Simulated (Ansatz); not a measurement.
# NiSb: projected DOS by orbital

```xyz
4
Lattice="3.9400 0.0000 0.0000 -1.9700 3.4121 0.0000 0.0000 0.0000 5.1400" Properties=species:S:1:pos:R:3 pbc="T T T"
Ni    0.0000    0.0000    0.0000
Ni    0.0000    0.0000    2.5700
Sb    0.0000    2.2748    1.2850
Sb    1.9700    1.1374    3.8550
```

Atom numbers follow the list: Ni1, Ni2, Sb3, Sb4.

The cell is COD entry 9008903, as deposited and not checked against the literature; nothing was relaxed.

Spin–orbit coupling is left out, though it moves levels of the heavy atoms by tenths of an eV or more.

These are results of DFT, PBE, all-electron LAPW, scalar-relativistic (Ansatz 0.2.0), not measurements.

Sampling and basis: a Γ-centred 10×10×7 k mesh, Fermi–Dirac smearing of 0.05 eV, basis error target 0.5 meV/atom, spin-polarised from start moments Ni1 1.5, Ni2 1.5 μB (the moments died away, and the run ended non-magnetic).

States per eV for one atom of each kind, in 0.4 eV bins named by their centres, from the Fermi level, projected on a minimal set of Löwdin-orthogonalised atomic shells; orbitals are real harmonics on the Cartesian axes, equal curves share a column, and empty bins are left out, as is all above 5.6 eV, near the top of the computed bands.

Ni1 3d:

```
# E all all_up=all_dn dz2_up=dz2_dn dxz_up=dxz_dn=dyz_up=dyz_dn dx2-y2_up=dx2-y2_dn=dxy_up=dxy_dn
-10.7 0.01 0.00 0.00 0.00 0.00
-10.3 0.02 0.01 0.00 0.00 0.00
-9.9 0.02 0.01 0.00 0.00 0.00
-9.5 0.08 0.04 0.00 0.01 0.01
-9.1 0.04 0.02 0.00 0.00 0.00
-8.7 0.02 0.01 0.00 0.00 0.00
-6.3 0.03 0.02 0.00 0.00 0.00
-5.9 0.09 0.04 0.01 0.01 0.01
-5.5 0.13 0.06 0.01 0.01 0.02
-5.1 0.15 0.07 0.01 0.01 0.02
-4.7 0.21 0.10 0.02 0.02 0.02
-4.3 0.31 0.16 0.02 0.04 0.02
-3.9 0.67 0.34 0.03 0.09 0.07
-3.5 1.36 0.68 0.07 0.20 0.10
-3.1 1.25 0.62 0.19 0.11 0.11
-2.7 3.34 1.67 0.67 0.23 0.27
-2.3 1.96 0.98 0.24 0.17 0.20
-1.9 5.55 2.77 0.31 0.31 0.92
-1.5 3.52 1.76 0.25 0.54 0.22
-1.1 1.77 0.88 0.12 0.27 0.11
-0.7 0.87 0.43 0.11 0.09 0.07
-0.3 0.76 0.38 0.17 0.05 0.05
0.1 0.52 0.26 0.06 0.05 0.05
0.5 0.41 0.21 0.03 0.05 0.04
0.9 0.21 0.11 0.01 0.03 0.02
1.3 0.31 0.15 0.02 0.04 0.03
1.7 0.24 0.12 0.02 0.03 0.02
2.1 0.16 0.08 0.01 0.02 0.02
2.5 0.17 0.08 0.01 0.02 0.02
2.9 0.16 0.08 0.01 0.02 0.02
3.3 0.11 0.05 0.01 0.01 0.01
3.7 0.04 0.02 0.01 0.00 0.00
4.1 0.05 0.03 0.01 0.01 0.00
4.5 0.05 0.02 0.01 0.00 0.01
4.9 0.04 0.02 0.01 0.00 0.00
5.3 0.05 0.02 0.01 0.00 0.01
```

Sb3 5p:

```
# E all all_up=all_dn pz_up=pz_dn px_up=px_dn=py_up=py_dn
-12.3 0.02 0.01 0.00 0.00
-11.9 0.03 0.02 0.01 0.00
-11.5 0.05 0.02 0.01 0.01
-11.1 0.06 0.03 0.01 0.01
-10.7 0.08 0.04 0.01 0.01
-10.3 0.08 0.04 0.02 0.01
-9.9 0.06 0.03 0.02 0.01
-9.5 0.09 0.04 0.02 0.01
-9.1 0.03 0.02 0.01 0.00
-8.7 0.01 0.01 0.00 0.00
-6.3 0.29 0.14 0.03 0.06
-5.9 0.57 0.29 0.07 0.11
-5.5 0.64 0.32 0.13 0.10
-5.1 0.51 0.25 0.10 0.08
-4.7 0.50 0.25 0.08 0.08
-4.3 0.54 0.27 0.07 0.10
-3.9 0.70 0.35 0.05 0.15
-3.5 0.96 0.48 0.09 0.20
-3.1 0.70 0.35 0.14 0.10
-2.7 1.09 0.54 0.23 0.16
-2.3 0.22 0.11 0.04 0.03
-1.9 0.11 0.06 0.01 0.02
-1.5 0.17 0.09 0.03 0.03
-1.1 0.28 0.14 0.05 0.04
-0.7 0.31 0.16 0.05 0.05
-0.3 0.38 0.19 0.07 0.06
0.1 0.37 0.19 0.06 0.06
0.5 0.43 0.22 0.07 0.07
0.9 0.30 0.15 0.05 0.05
1.3 0.51 0.26 0.10 0.08
1.7 0.52 0.26 0.09 0.08
2.1 0.43 0.22 0.09 0.06
2.5 0.50 0.25 0.12 0.07
2.9 0.55 0.28 0.12 0.08
3.3 0.46 0.23 0.12 0.06
3.7 0.18 0.09 0.05 0.02
4.1 0.18 0.09 0.02 0.03
4.5 0.20 0.10 0.02 0.04
4.9 0.20 0.10 0.03 0.04
5.3 0.31 0.15 0.03 0.06
```

Ni1 4s:

```
# E all all_up=all_dn
-12.7 0.04 0.02
-12.3 0.07 0.03
-11.9 0.08 0.04
-11.5 0.08 0.04
-11.1 0.07 0.04
-10.7 0.07 0.04
-10.3 0.06 0.03
-9.9 0.05 0.02
-9.5 0.07 0.03
-9.1 0.02 0.01
-8.7 0.01 0.00
-6.3 0.09 0.04
-5.9 0.14 0.07
-5.5 0.10 0.05
-5.1 0.07 0.04
-4.7 0.07 0.03
-4.3 0.07 0.03
-3.9 0.06 0.03
-3.5 0.09 0.05
-3.1 0.03 0.02
-2.7 0.06 0.03
-2.3 0.01 0.01
-1.9 0.06 0.03
-1.5 0.05 0.02
-1.1 0.03 0.02
-0.7 0.02 0.01
-0.3 0.02 0.01
0.1 0.02 0.01
0.5 0.02 0.01
0.9 0.02 0.01
1.3 0.05 0.03
1.7 0.04 0.02
2.1 0.03 0.02
2.5 0.04 0.02
2.9 0.05 0.02
3.3 0.06 0.03
3.7 0.09 0.04
4.1 0.19 0.09
4.5 0.28 0.14
4.9 0.29 0.14
5.3 0.42 0.21
```

Sb3 5s:

```
# E all all_up=all_dn
-12.7 0.05 0.02
-12.3 0.10 0.05
-11.9 0.16 0.08
-11.5 0.20 0.10
-11.1 0.25 0.12
-10.7 0.37 0.18
-10.3 0.50 0.25
-9.9 0.50 0.25
-9.5 0.90 0.45
-9.1 0.40 0.20
-8.7 0.22 0.11
-8.3 0.01 0.01
-6.3 0.03 0.01
-5.9 0.06 0.03
-5.5 0.06 0.03
-5.1 0.06 0.03
-4.7 0.06 0.03
-4.3 0.05 0.03
-3.9 0.03 0.02
-3.5 0.03 0.02
-3.1 0.02 0.01
-2.7 0.03 0.02
-2.3 0.01 0.00
-1.9 0.01 0.01
-1.5 0.03 0.02
-1.1 0.04 0.02
-0.7 0.04 0.02
-0.3 0.06 0.03
0.1 0.09 0.04
0.5 0.09 0.05
0.9 0.05 0.02
1.3 0.06 0.03
1.7 0.05 0.02
2.1 0.03 0.02
2.5 0.03 0.01
2.9 0.02 0.01
3.3 0.01 0.01
4.1 0.01 0.01
4.5 0.02 0.01
4.9 0.02 0.01
5.3 0.04 0.02
```
